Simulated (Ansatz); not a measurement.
# PmC (zincblende structure)

Level of theory: DFT, PBEsol, scalar-relativistic, collinear spin; plane waves to 600 eV with PAW datasets (Ansatz 0.2.0), 10×10×10 k-mesh, Gaussian smearing of 0.05 eV; PAW files: Ansatz's generated set soft_2.

```
Pm C
1.0
     0.00000    2.71427    2.71427
     2.71427    0.00000    2.71427
     2.71427    2.71427    0.00000
Pm C
1 1
Direct
  0.00000 0.00000 0.00000
  0.25000 0.25000 0.25000
```

The structure was built from a prototype; whether the compound forms in it isn't claimed.

Magnetic state: ferromagnetic, site spin moments Pm 3.77; C -0.28 μB.

**Question.** Which orbitals carry the states at the Fermi level, and how many states are there?

**Answer.** Within 0.1 eV of it: Pm 4f 72 %, C 2p 18 %, Pm 5d 8 % (shares among the projected shells). The density of states at the Fermi level is about 4.9 states/eV per cell, averaged over 0.3 eV.

Density of states (tetrahedra, averaged over 0.5 eV; states/eV per cell of 2 atoms; energy in eV from the Fermi level; projections on Löwdin-orthogonalised atomic orbitals, summed over sites):

| E | total | Pm 4f up | Pm 4f down | C 2p | Pm 5d up | Pm 5d down |
| --- | --- | --- | --- | --- | --- | --- |
| -2.60 | 0.2 | 0.0 | 0.0 | 0.1 | 0.0 | 0.0 |
| -2.10 | 1.2 | 0.1 | 0.0 | 0.5 | 0.2 | 0.2 |
| -1.60 | 2.2 | 0.3 | 0.0 | 1.0 | 0.4 | 0.3 |
| -1.10 | 3.7 | 0.8 | 0.1 | 1.7 | 0.5 | 0.5 |
| -0.60 | 5.4 | 3.0 | 0.1 | 1.4 | 0.2 | 0.4 |
| -0.10 | 6.9 | 5.3 | 0.1 | 0.9 | 0.3 | 0.2 |
| 0.40 | 4.5 | 3.5 | 0.1 | 0.5 | 0.3 | 0.0 |
| 0.90 | 1.3 | 0.6 | 0.0 | 0.4 | 0.3 | 0.0 |
| 1.40 | 0.6 | 0.2 | 0.0 | 0.3 | 0.1 | 0.0 |
| 1.90 | 1.8 | 0.0 | 1.3 | 0.0 | 0.0 | 0.3 |
| 2.40 | 6.8 | 0.0 | 5.6 | 0.2 | 0.3 | 0.4 |
| 2.90 | 6.4 | 0.0 | 5.6 | 0.2 | 0.3 | 0.2 |
| 3.40 | 1.1 | 0.0 | 0.4 | 0.1 | 0.3 | 0.2 |
| 3.90 | 1.0 | 0.0 | 0.2 | 0.1 | 0.3 | 0.3 |
| 4.40 | 1.0 | 0.0 | 0.1 | 0.1 | 0.4 | 0.4 |
| 4.90 | 1.8 | 0.0 | 0.1 | 0.3 | 0.8 | 0.4 |

Without a U the open 4f shell is pinned at the Fermi level, an artefact: in the real crystal it splits into occupied and empty levels away from it, and its large orbital moment is missing here. Scalar-relativistic only: spin–orbit splittings of the heavy atoms' levels are missing. The run wasn't fully tested for a lower electronic state. Site moments are of spin, integrated over atomic spheres. Only parallel moments were tried, so the real magnetic order may be another.

The state of the open shells isn't shown to be the lowest, and forces and pressures are less sure for it.
